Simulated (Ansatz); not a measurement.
Here is the system:

GaIr3N:
```yaml
crystal:
  lattice:
    - [4.06440, 0.00000, 0.00000]
    - [0.00000, 4.06440, 0.00000]
    - [0.00000, 0.00000, 4.06440]
  atoms:
    - { symbol: Ga, position: [0.00000, 0.00000, 0.00000] }
    - { symbol: Ir, position: [0.00000, 0.50000, 0.50000] }
    - { symbol: Ir, position: [0.50000, 0.00000, 0.50000] }
    - { symbol: Ir, position: [0.50000, 0.50000, 0.00000] }
    - { symbol: N, position: [0.50000, 0.50000, 0.50000] }
```
The run is spin-polarised; directions of the spins, atom by atom: 0 0 0 0 0.

This is the r²SCAN-relaxed structure.

Q: All from DFT-r²SCAN in the program Ansatz with PAW potentials, unless another level is named. Give the electronic character.

A: metallic (no gap).

Q: What about the formation energy from the elements (no fitted shifts)?

A: 0.59 eV/atom.

Q: Predict the density of states at the Fermi level.

A: 1.1 states/eV per atom (mean over ±0.08 eV).

Space group Pm-3m (anti-perovskite). The start of the workflow was typed in or built on a structure type; neither database checked (COD, Materials Project) lists it. Its standing as an ambient phase is unchecked. The r²SCAN relaxation kept the symmetry of its start; its stability against distortions is not shown here. The final state is ferromagnetic, the only order run, not a proven ground state. The volume moved by 18 % from the start of the relaxation. Its formation energy is positive at this level, so the cell may be metastable or incomplete. Other orbital occupations within this spin state were not tried. No Hubbard U is applied. The references are the lowest solids computed at this level, not always the standard phases (solids in place of the gases). Scalar-relativistic: spin–orbit coupling is off unless named, which matters more the heavier the elements.

Potentials: the later of the program's two PAW sets.
